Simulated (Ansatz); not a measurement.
Rh:
```yaml
crystal:
  lattice:
    - [0.00000, 2.75605, 2.75605]
    - [2.75605, 0.00000, 2.75605]
    - [2.75605, 2.75605, 0.00000]
  atoms:
    - { symbol: Rh, position: [0.00000, 0.00000, 0.00000] }
    - { symbol: Rh, position: [0.25000, 0.25000, 0.25000] }
```

Relaxed with PBE. Special points in fractions of this cell's reciprocal vectors: Γ (0.000, 0.000, 0.000); X (0.500, 0.000, 0.500); U (0.625, 0.250, 0.625); K (0.375, 0.375, 0.750); L (0.500, 0.500, 0.500); W (0.500, 0.250, 0.750).

**Question.** List the band energies nearest the Fermi level at these points for the program Ansatz at the PBE level (PAW).

**Answer.** In eV from the Fermi level; about four levels below and three above (degenerate sets whole), none deeper than 8.9 eV; points with the same levels are listed once.

```json
[
 {"k": "Γ", "below": "-3.90 -3.90 -3.90 -1.44 -1.44 -1.44", "above": "0.35 0.35 12.49"},
 {"k": "X", "below": "-2.18 -2.18 -2.11 -2.11", "above": "0.29 0.29 2.29 2.29"},
 {"k": "U", "below": "-2.74 -2.40 -2.13 -1.97", "above": "0.42 0.61 1.95"},
 {"k": "L", "below": "-3.66 -0.93 -0.93 -0.68", "above": "0.04 0.04 1.83"},
 {"k": "W", "below": "-2.65 -2.65 -2.14 -2.14", "above": "0.63 0.63 2.61 2.61"}
]
```

Space group Fd-3m (diamond). The start of the workflow was typed in or built on a structure type; neither database checked (COD, Materials Project) lists it. It is not the phase usual at ambient conditions (space group No. 225). Symmetry was held in the PBE relaxation; its stability against distortions is not shown here. The workflow began spin-polarised and lost its moments. Scalar-relativistic: spin–orbit coupling is off unless named, which matters more the heavier the elements.

Potentials: the later of the program's two PAW sets.
